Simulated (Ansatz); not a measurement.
AsSe in space group P2_1/c (No. 14; Pearson symbol mP32), LDA (plane waves, PAW; program Ansatz), all energies at zero smearing, with the estimated change up to a 700 eV cutoff added, with one set of potentials and settings (totals compare only within such a set). Cell of 32 atoms (16 As, 16 Se): -162512.166 eV.

```csv
element,reference phase,E (eV/atom)
As,"R-3m, 2 atoms in the cell",-4773.6736
Se,"P3_121, 3 atoms in the cell",-5383.2604
```

Formation energy per atom, worked out: (-162512.166 − 16×(-4773.6736) − 16×(-5383.2604))/32 = -0.038 eV/atom (-4 kJ per mol of atoms), at 0 K, without zero-point energy or fitted corrections.

The first step of the workflow began from a Materials Project structure, measured or hypothetical; the Crystallography Open Database files this formula in space group No. 14, but the cells were not matched. Whether it is the stable phase at ambient conditions was not checked. The LDA relaxation kept the symmetry of its start; whether a distortion lowers the energy is not shown. A crystal of weakly bound molecules computed without a dispersion correction: the cell and the soft elastic constants depend strongly on that. The references are the lowest solids computed at this level, not always the standard phases.

Potentials: the later of the program's two PAW sets.
